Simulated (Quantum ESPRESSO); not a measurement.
Mo3PdAg2NbRu, input and log of a self-consistent run

Simulated, not a measurement. The program is pw.x of Quantum ESPRESSO 7.5 (plane-wave density functional theory). The cell is made up: eight metal atoms on a face-centred cubic lattice, with elements, volume, strain and displacements drawn at random and not relaxed, so it may be unstable or far from any real phase. PseudoDojo standard norm-conserving files set the functional (PBE unless stated); there is no spin polarisation or spin-orbit coupling, the Fermi-Dirac width of 0.25 eV means electrons at about 2900 K, and the masses in the input are unused placeholders. A spin test at this wide smearing found no moment, but such smearing suppresses magnetism that the real alloy may have.

Input:

```
&control calculation='scf', pseudo_dir='./dojo.nc.sr.pbe.v0_5.standard.upf', outdir='./o', disk_io='minimal', tprnfor=.true., tstress=.true. /
&system ibrav=0, nat=8, ntyp=5, nbnd=80, ecutwfc=84.00895049, nosym=.true., tot_charge=0,
 occupations='smearing', smearing='fd', degauss=0.0183746611
/
&electrons conv_thr=1.470e-08, electron_maxstep=70, mixing_beta=0.5 /
ATOMIC_SPECIES
Ag 1.0 Ag.upf
Mo 1.0 Mo.upf
Nb 1.0 Nb.upf
Pd 1.0 Pd.upf
Ru 1.0 Ru.upf
CELL_PARAMETERS angstrom
-0.0132 -2.015 -2.034
2.0269 4.03 -2.0208
8.2412 -4.0481 4.1391
ATOMIC_POSITIONS angstrom
Mo -0.0636 -0.1642 -0.1982
Pd 3.984 -1.9353 2.0032
Ag 4.1227 0.1635 -0.1099
Nb 8.2582 -1.9844 1.9966
Ru 2.0591 -1.9948 -0.0836
Ag 6.2109 -4.002 2.0541
Mo 2.0821 -0.2032 -1.8124
Mo 6.1899 -2.0515 0.0869
K_POINTS automatic
8 5 3 1 1 1
```

The log is shortened where brackets say so; the opening notice, blank lines, dates and the lines on written files are dropped, and the path of the files is cut. It prints rydbergs, bohrs and kilobars, and counts compression as positive stress. Its total energy is the free energy E - TS of the whole cell.

```
     Program PWSCF v.7.5
     Parallel version (MPI & OpenMP), running on       4 processor cores
     Number of MPI processes:                 4
     Threads/MPI process:                     1
     [start-up lines left out]
     bravais-lattice index     =            0
     lattice parameter (alat)  =       5.4105  a.u.
     unit-cell volume          =     908.2759 (a.u.)^3
     number of atoms/cell      =            8
     number of atomic types    =            5
     number of electrons       =       127.00
     number of Kohn-Sham states=           80
     kinetic-energy cutoff     =      84.0090  Ry
     charge density cutoff     =     336.0358  Ry
     scf convergence threshold =      1.5E-08
     mixing beta               =       0.5000
     number of iterations used =            8  plain     mixing
     Exchange-correlation= PBE
                           (   1   4   3   4   0   0   0)
     [axes and pseudopotential details left out]
   Cartesian axes
     site n.     atom                  positions (alat units)
         1        Mo     tau(   1) = (  -0.0222134  -0.0573497  -0.0692248  )
         2        Pd     tau(   2) = (   1.3914806  -0.6759368   0.6996521  )
         3        Ag     tau(   3) = (   1.4399240   0.0571052  -0.0383845  )
         4        Nb     tau(   4) = (   2.8843185  -0.6930859   0.6973469  )
         5        Ru     tau(   5) = (   0.7191761  -0.6967182  -0.0291987  )
         6        Ag     tau(   6) = (   2.1692638  -1.3977674   0.7174298  )
         7        Mo     tau(   7) = (   0.7272093  -0.0709711  -0.6330119  )
         8        Mo     tau(   8) = (   2.1619291  -0.7165217   0.0303513  )
     number of k points=    60  Fermi-Dirac smearing, width (Ry)=  0.0184
                       cart. coord. in units 2pi/alat
        k(    1) = (   0.0900575  -0.0124653  -0.0762130), wk =   0.0333333
        k(    2) = (  -0.0839374   0.0463803  -0.1333797), wk =   0.0333333
     [further k points left out]
     Dense  grid:    94485 G-vectors     FFT dimensions: (  32,  60, 120)
     Estimated max dynamical RAM per process >     389.63 MB
     Estimated total dynamical RAM >       1.45 GB
     Initial potential from superposition of free atoms
     starting charge     126.9915, renormalised to     127.0000
     Starting wfcs are   79 randomized atomic wfcs +    1 random wfcs
     total cpu time spent up to now is        7.0 secs
     per-process dynamical memory:   317.5 Mb
     Self-consistent Calculation
     iteration #  1     ecut=    84.01 Ry     beta= 0.50
     Davidson diagonalization with overlap
     ethr =  1.00E-02,  avg # of iterations =  3.0
     total cpu time spent up to now is       25.6 secs
     total energy              =   -1627.23014735 Ry
     estimated scf accuracy    <      17.78853620 Ry
     iteration #  2     ecut=    84.01 Ry     beta= 0.50
     Davidson diagonalization with overlap
     ethr =  1.00E-02,  avg # of iterations =  5.5
     total cpu time spent up to now is       50.9 secs
     total energy              =   -1621.13340395 Ry
     estimated scf accuracy    <     365.74434952 Ry
     iteration #  3     ecut=    84.01 Ry     beta= 0.50
     Davidson diagonalization with overlap
     ethr =  1.00E-02,  avg # of iterations =  6.5
     total cpu time spent up to now is       77.6 secs
     total energy              =   -1636.05502929 Ry
     estimated scf accuracy    <      61.47702767 Ry
     iteration #  4     ecut=    84.01 Ry     beta= 0.50
     Davidson diagonalization with overlap
     ethr =  1.00E-02,  avg # of iterations =  2.9
     total cpu time spent up to now is       94.6 secs
     total energy              =   -1637.90964596 Ry
     estimated scf accuracy    <      39.83895912 Ry
     iteration #  5     ecut=    84.01 Ry     beta= 0.50
     Davidson diagonalization with overlap
     ethr =  1.00E-02,  avg # of iterations =  1.3
     total cpu time spent up to now is      109.4 secs
     total energy              =   -1639.36350972 Ry
     estimated scf accuracy    <      13.66004655 Ry
     [iterations 6 to 17 left out]
     iteration # 18     ecut=    84.01 Ry     beta= 0.50
     Davidson diagonalization with overlap
     ethr =  5.80E-11,  avg # of iterations =  2.0
     total cpu time spent up to now is      313.6 secs
     total energy              =   -1639.25255739 Ry
     estimated scf accuracy    <       0.00000025 Ry
     iteration # 19     ecut=    84.01 Ry     beta= 0.50
     Davidson diagonalization with overlap
     ethr =  5.80E-11,  avg # of iterations =  2.0
     total cpu time spent up to now is      329.0 secs
     total energy              =   -1639.25255740 Ry
     estimated scf accuracy    <       0.00000006 Ry
     iteration # 20     ecut=    84.01 Ry     beta= 0.50
     Davidson diagonalization with overlap
     ethr =  4.82E-11,  avg # of iterations =  1.0
     total cpu time spent up to now is      343.6 secs
     total energy              =   -1639.25255740 Ry
     estimated scf accuracy    <       0.00000002 Ry
     iteration # 21     ecut=    84.01 Ry     beta= 0.50
     Davidson diagonalization with overlap
     ethr =  1.79E-11,  avg # of iterations =  1.1
     total cpu time spent up to now is      358.2 secs
     total energy              =   -1639.25255740 Ry
     estimated scf accuracy    <       0.00000003 Ry
     iteration # 22     ecut=    84.01 Ry     beta= 0.50
     Davidson diagonalization with overlap
     ethr =  1.79E-11,  avg # of iterations =  1.0
     total cpu time spent up to now is      372.5 secs
     End of self-consistent calculation
     [lines on levels left out]
!    total energy              =   -1639.25255740 Ry
     estimated scf accuracy    <          2.8E-09 Ry
     smearing contrib. (-TS)   =      -0.12438856 Ry
     internal energy E=F+TS    =   -1639.12816884 Ry
     The total energy is F=E-TS. E is the sum of the following terms:
     one-electron contribution =    -528.02373738 Ry
     hartree contribution      =     338.08895317 Ry
     xc contribution           =    -256.75978927 Ry
     ewald contribution        =   -1192.43359536 Ry
     convergence has been achieved in  22 iterations
     Forces acting on atoms (cartesian axes, Ry/au):
     atom    1 type  2   force =     0.05944579   -0.00022835    0.03180358
     atom    2 type  4   force =     0.06038272    0.00169223   -0.01013746
     atom    3 type  1   force =     0.03184979   -0.06021006    0.05211827
     atom    4 type  3   force =     0.00047283   -0.02093971    0.02297381
     atom    5 type  5   force =    -0.03961031    0.01418625   -0.01532182
     atom    6 type  1   force =    -0.04046143    0.00149129   -0.01892371
     atom    7 type  2   force =    -0.04349791    0.04749879   -0.04396946
     atom    8 type  2   force =    -0.02858148    0.01650956   -0.01854321
     Total force =     0.167740     Total SCF correction =     0.000376
     Computing stress (Cartesian axis) and pressure
          total   stress  (Ry/bohr**3)                   (kbar)     P=      -22.37
   0.00000769  -0.00006368   0.00000229            1.13       -9.37        0.34
  -0.00006368  -0.00019520  -0.00012010           -9.37      -28.71      -17.67
   0.00000229  -0.00012010  -0.00026867            0.34      -17.67      -39.52
     init_run     :      6.57s CPU      6.79s WALL (       1 calls)
     electrons    :    358.16s CPU    365.46s WALL (       1 calls)
     forces       :      1.84s CPU      1.86s WALL (       1 calls)
     stress       :      6.18s CPU      6.19s WALL (       1 calls)
     [timing details left out]
     PWSCF        :   6m12.99s CPU   6m20.61s WALL
     JOB DONE.
```

In other units: free energy -22303.167 eV for the cell, pressure -2.24 GPa, largest force component 1.553 eV/Å in size. The run took 382 s of wall time with four MPI processes on a shared machine (Intel Xeon, 2023 or later, virtual cores), so the time is rough. A rerun of this cell at a higher cutoff and on a denser mesh moved values by no more than 0.007 eV in energy, 0.05 GPa in stress and 0.008 eV/Å in force, and a second program with other atomic files agreed on that cell to 2 % rms in force and 0.5 GPa in pressure.